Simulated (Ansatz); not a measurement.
B2W in space group P6/mmm (No. 191; W on 1a, B on 2d) at seven volumes, DFT-r²SCAN in the program Ansatz with PAW potentials, shape and atoms relaxed at each. One row is withheld.

| V (Å³/atom) | P (GPa) |
|---|---|
| 7.961 | 37.97 |
| 8.224 | ? |
| 8.486 | 10.84 |
| 8.749 | 0.00 |
| 9.011 | -9.27 |
| 9.273 | -17.19 |
| 9.536 | -23.70 |

**Question.** Fit the shown pressures and predict the withheld one.

**Answer.** Third-order Birch–Murnaghan: P = (3/2)B₀(x^(7/2) − x^(5/2))[1 + (3/4)(B′ − 4)(x − 1)] with x = (V₀/V)^(2/3). Least squares on the six rows gives V₀ = 8.748 Å³/atom, B₀ = 330.7 GPa, B′ = 4.18. At V = 8.224, x = 1.0420 and P = 23.25 GPa. The run itself gave 23.39 GPa.

The workflow started from an entry of the Crystallography Open Database (COD), which files this formula under 2 space groups. Its standing as an ambient phase is unchecked. Symmetry was held in the r²SCAN relaxation; whether a distortion lowers the energy is not shown. The run is not spin-polarised. Spin–orbit coupling is left out wherever it is not named.

Potentials: the later of the program's two PAW sets.
